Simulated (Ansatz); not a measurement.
Na2PdC2 in space group P-3m1 (No. 164; Na on 2d, Pd on 1a, C on 2c) at seven volumes, DFT-PBEsol in the program Ansatz with PAW potentials, shape and atoms relaxed at each. One row is withheld.

| V (Å³/atom) | P (GPa) |
|---|---|
| 16.299 | 3.89 |
| 16.837 | 2.37 |
| 17.374 | 1.09 |
| 17.911 | 0.00 |
| 18.449 | -0.91 |
| 18.986 | ? |
| 19.523 | -2.36 |

Fit the shown pressures and predict the withheld one.

Third-order Birch–Murnaghan: P = (3/2)B₀(x^(7/2) − x^(5/2))[1 + (3/4)(B′ − 4)(x − 1)] with x = (V₀/V)^(2/3). Least squares on the six rows gives V₀ = 17.914 Å³/atom, B₀ = 33.26 GPa, B′ = 4.51. At V = 18.986, x = 0.9620 and P = -1.70 GPa. The run itself gave -1.70 GPa.

The workflow started from a Materials Project entry (that database holds measured and hypothetical structures alike); the Crystallography Open Database copy checked does not list it. Whether it is the stable phase at ambient conditions was not checked. The cell was relaxed with PBEsol under the symmetry of its start; its stability against distortions is not shown here. The run is not spin-polarised.

Potentials: the later of the program's two PAW sets.
